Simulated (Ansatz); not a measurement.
**Trial structures of InGa₂N₃: starts and ends**

Method: DFT PBE, scalar-relativistic, plane waves, PAW in Ansatz. All cells share a 420 eV cutoff and Γ-centred k meshes spaced at most about 0.3 Å⁻¹ (about 0.25 or finer for metals, 2π included). Collinear spin in cells that started with moments and kept them past the coarse steps, no spin elsewhere.

Each guess was relaxed in cell and atoms at zero pressure, within the symmetry of its start. All energies are static (0 K, no zero-point motion). Coordination counts N atoms around Ga and In (those within 1.25 times the shortest such distance or 1.15 times the sum of covalent radii, 1.27 where that leaves under three; a plus sign parts nearer from farther groups; the shortest distance is added where it exceeds 1.18 times the sum of covalent radii).

```
guess      made from  start group  V start (Å³/atom)  end group  V end (Å³/atom)  coordination at the end  gap on mesh (eV)  largest moment (μB)  E over the lowest end (meV/atom)
    1   CaSm2S3 type        P-3m1               14.2      P-3m1             10.8               In 6, Ga 6              0.34                    -                                 0
    2    random cell       I4/mmm               15.9     I4/mmm             21.4  In 4+2 from 3.1 Å, Ga 2                 0                  2.1                              1250
    3  Hf2GaSb3 type        P-4m2               13.9          ?                ?                        ?                 ?                    ?                                 ?
    4  Zr2AlFe3 type         R-3m               17.2       R-3m             13.9               In 6, Ga 3                 0                  0.5                               800
```

Guess 3 as it starts:

```
In Ga N
1.0
     3.35160    0.00000    0.00000
     0.00000    3.35160    0.00000
     0.00000    0.00000    7.44527
In Ga N
1 2 3
Direct
  0.50000 0.50000 0.00000
  0.50000 0.00000 0.73987
  0.00000 0.50000 0.26013
  0.50000 0.00000 0.38354
  0.00000 0.50000 0.61646
  0.00000 0.00000 0.00000
```

Question: Fill in the missing row: what does this guess relax into, and where does it rank?

Answer: It ends in space group P-4m2 (No. 115), with a = 3.014 Å, c = 9.837 Å, 14.9 Å³/atom and no gap, without spin. It lies 261 meV/atom over the lowest end, above guess 1 and below guess 4. Counting N atoms around Ga and In, this end has In 4, Ga 5 and the lowest (guess 1) has In 6, Ga 6.

```
In Ga N
1.0
     3.01394    0.00000    0.00000
     0.00000    3.01394    0.00000
     0.00000    0.00000    9.83666
In Ga N
1 2 3
Direct
  0.50000 0.50000 0.00000
  0.50000 0.00000 0.60256
  0.00000 0.50000 0.39744
  0.50000 0.00000 0.38940
  0.00000 0.50000 0.61060
  0.00000 0.00000 0.00000
```

The zero of energy is the elements' standard structures at the same level (N₂ as a molecule); no fitted shifts are applied.

Question: Is the lowest end bound against the elements?

Answer: No: its formation energy is +0.189 eV/atom. It can't be a ground state, since the elements alone are lower.

Weakly bound directions are ill-defined at this level, which has no dispersion term (P-4m2), and this can change margins and order among such cells. Kohn–Sham gaps at this level usually fall short of measured ones. The zero gap of P-4m2 may come from the functional, which often closes small gaps. A magnetic state wasn't ruled out in cells without spin, among them P-4m2. Another magnetic order may lie lower. Cells relaxed within their symmetry can be saddle points. A lower structure may well exist outside this small set. Some types were kept out of the candidates beforehand, so the set may lack a known form.
